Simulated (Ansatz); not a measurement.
Mg2Sn:
```xyz
6
Lattice="5.6153 0.0000 0.0000 -2.8077 4.8630 0.0000 0.0000 0.0000 5.0738" Properties=species:S:1:pos:R:3 pbc="T T T"
Mg     3.7345     0.0000     2.5369
Mg     0.9404     1.6288     2.5369
Mg    -1.8673     3.2342     2.5369
Mg     0.0000     0.0000     0.0000
Sn     0.0000     3.2420     0.0000
Sn     2.8077     1.6210     0.0000
```

Relaxed with PBEsol. Special points in fractions of this cell's reciprocal vectors: Γ (0.000, 0.000, 0.000); M (0.500, 0.000, 0.000); K (0.333, 0.333, 0.000); A (0.000, 0.000, 0.500); L (0.500, 0.000, 0.500); H (0.333, 0.333, 0.500).

**Question.** List the band energies nearest the Fermi level at these points for PBEsol with spin–orbit coupling in the plane-wave PAW code Ansatz.

**Answer.** In eV from the Fermi level; about four levels below and three above (degenerate sets whole), none deeper than 8.9 eV; points with the same levels are listed once.

```csv
k,below,above
Γ,-1.54 -1.54 -1.00 -1.00,1.13 1.13 2.82 2.82
M,-1.11 -1.11 -0.62 -0.62,1.24 1.24 1.33 1.33
K,-0.39 -0.39 -0.28 -0.28,0.31 0.31 1.48 1.48
A,-0.41 -0.41 -0.34 -0.34,0.45 0.45 0.46 0.46
L,-1.95 -1.95 -0.69 -0.69,2.22 2.22 2.50 2.50
H,-3.48 -3.48 -0.17 -0.17,0.04 0.04 1.03 1.03
```

Space group P-62m. The first step of the workflow began from a Materials Project structure, measured or hypothetical; the Crystallography Open Database copy checked does not list it. COD files the formula under space group No. 225, 227, so this cell is another polymorph or a model. With Mg and Sn taken as one species the cell has the higher symmetry P6_3/mmc, so it may be an ordered model of a mixed-site phase. Whether it is the stable phase at ambient conditions was not checked. The cell was relaxed with PBEsol under the symmetry of its start; of distortions, only those at the zone centre were tested.

Potentials: the later of the program's two PAW sets.
